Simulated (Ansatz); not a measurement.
A plane-wave DFT run in Ansatz 0.2.0 (scalar-relativistic PAW potentials unless the input names others): input and command.

```yaml
crystal:
  lattice:
    - [4.2315177918, 0.0, 0.0]
    - [0.0, 4.2315177918, 0.0]
    - [0.0, 0.0, 4.2315177918]
  atom:
    - { symbol: Mo, position: [0.5, 0.5, 0.0] }
    - { symbol: Mo, position: [0.0, 0.5, 0.5] }
    - { symbol: Mo, position: [0.5, 0.0, 0.5] }
    - { symbol: "N", position: [0.5, 0.5, 0.5] }
    - { symbol: "N", position: [0.5, 0.0, 0.0] }
    - { symbol: "N", position: [0.0, 0.5, 0.0] }
    - { symbol: "N", position: [0.0, 0.0, 0.5] }
basis:
  ecutwfc: 420
kpoints:
  mp_grid: { grid: [8, 8, 8] }
hamiltonian:
  xc: pbe
scf:
  occupations: { method: fermi_dirac, width: 0.15 }
  max_iter: 60
output:
  forces: true
  eigenvalues: true
  stress: true
```

```bash
ansatz run input.yaml --threads 2 --pin off --max-ram 7168MiB --backend cpu --events-out ev --progress --plain --runs-dir out
```

Question: What will the program do with this input?

Answer: The program refuses it, because of a misspelt key (the key crystal.atoms typed as atom). With the key spelt rightly it is accepted.

Abridged log:
```
Error: YAML parse error: error: line 6 column 3: unknown field `atom`, expected one of checkpoint, saddle_side, structure_sha256, lattice, periodic, space_group, setting, atoms, reduce_to_primitive, conventional_axes, supercell, defects, symmetry, host
 --> <input>:6:3
  |
4 |     - [0.0, 4.2315177918, 0.0]
5 |     - [0.0, 0.0, 4.2315177918]
6 |   atom:
  |   ^ unknown field `atom`, expected one of checkpoint, saddle_side, structure_sha256, lattice, periodic, space_group, setting, atoms, reduce_to_primitive, conventional_axes, supercell, defects, symmetry, host
7 |     - { symbol: Mo, position: [0.5, 0.5, 0.0] }
8 |     - { symbol: Mo, position: [0.0, 0.5, 0.5] }
  |
```